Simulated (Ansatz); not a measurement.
The relaxed structure here is a generated cell of Rh: the first start was made by a random draw of sites in a space group, and the end was not matched to a known phase here, so it may be hypothetical. Known forms of Rh include space group No. 225.

A relaxed structure of Rh. Space group R-3m (No. 166). Computed with r2SCAN (plane waves to 500 eV, PAW, scalar-relativistic; Ansatz, a program for electronic structure).

Space group R-3m, hexagonal axes (No. 166); a = b = 3.792 Å, c = 11.741 Å, α = β = 90.00°, γ = 120.00°

| atom | site | symmetry | x | y | z |
|---|---|---|---|---|---|
| Rh | 3a | -3m | 0.0000 | 0.0000 | 0.0000 |
| Rh | 6c | 3m | 0.0000 | 0.0000 | 0.2210 |
(The calculation used a cell of 3 atoms; values per cell refer to that cell.)

Volume per atom: 16.24 Å³
Band gap: no gap (metallic)
Shortest distances: Rh–Rh 2.53 Å
k-mesh: 15×15×15

Band energies at high-symmetry points (eV from the Fermi level; labels of this space group; no spin-orbit coupling), from −5 eV up to 1.0 eV:

```
point                                                                                  energies
-----  ----------------------------------------------------------------------------------------
Γ                               -4.23 -4.01 -4.01 -3.96 -3.96 -3.38 -1.45 -0.86 -0.86 0.09 0.09
T                               -4.32 -4.32 -3.91 -3.91 -3.70 -3.70 -1.05 -1.05 -0.67 0.00 0.00
H2            -4.88 -4.75 -4.53 -3.90 -3.43 -2.91 -2.71 -2.44 -1.94 -1.42 -1.16 -0.50 0.23 0.46
H0            -4.88 -4.75 -4.53 -3.90 -3.43 -2.91 -2.71 -2.44 -1.94 -1.42 -1.16 -0.50 0.23 0.46
L      -4.93 -4.19 -4.14 -3.63 -3.52 -3.30 -2.74 -2.72 -2.68 -2.12 -0.67 -0.37 -0.35 -0.02 0.27
S0            -4.64 -4.55 -4.33 -3.85 -3.50 -3.15 -2.97 -2.51 -1.92 -1.55 -1.03 -0.31 0.22 0.42
S2            -4.64 -4.55 -4.33 -3.85 -3.50 -3.15 -2.97 -2.51 -1.92 -1.55 -1.03 -0.31 0.22 0.42
F                   -4.89 -4.70 -4.18 -3.94 -3.61 -3.30 -2.48 -2.12 -2.02 -1.61 -1.13 0.01 0.40
```

No spin polarisation in the result.

The run could not lose the symmetry of its start: the end is stationary, and may be a saddle point rather than a minimum.
